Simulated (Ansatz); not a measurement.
HgTe: do energies and stresses tell the same story?

Computed with DFT r2SCAN, scalar-relativistic, plane waves, PAW in Ansatz 0.2.0.

Cutoff 500 eV; k points 12×12×12 on the computed 2-atom cell (Γ-centred); Gaussian smearing, width 0.10 eV; no spin polarisation.

Relaxed cell: F-43m, a = 6.571 Å, b = 6.571 Å, c = 6.571 Å, α = 90.00°, β = 90.00°, γ = 90.00°, 2 atoms in the primitive cell.

Energies at zero smearing and pressures from the stress tensor, at volumes with shape and atoms relaxed:
```
V (Å³/atom) E − E(first) (meV/atom) P (GPa)
     31.210                     0.00     7.15
     32.274                   -39.64     4.86
     33.337                   -65.36     2.95
     34.401                   -79.49     1.36
     35.465                   -83.97     0.03
     36.529                   -80.41    -1.07
     37.593                   -70.16    -1.99
     39.012                   -47.99    -2.98
```

Task: Check P = −dE/dV between neighbouring volumes, and get the bulk modulus from the pressures alone.

Result: With 1 eV/Å³ = 160.2 GPa:
```csv
middle V (Å³/atom),−ΔE/ΔV (GPa),mean P (GPa)
31.742,5.969,6.005
32.806,3.873,3.903
33.869,2.128,2.153
34.933,0.675,0.695
35.997,-0.536,-0.519
37.061,-1.545,-1.530
38.303,-2.503,-2.482
```

The two differ by 0.04 GPa at most. The mean of two end pressures misses the average over a step by about ΔV² P″/12, up to 0.03 GPa here; with that taken off 0.00 GPa remains. Around V = 35.465 Å³/atom, the two neighbours give B = −V ΔP/ΔV = 35.465 × 2.43 / 2.128 = 40.5 GPa, against B0 = 40.1 GPa from the Birch–Murnaghan fit of the energies.

Spin–orbit coupling is left out, which can shift energies with elements as heavy as these.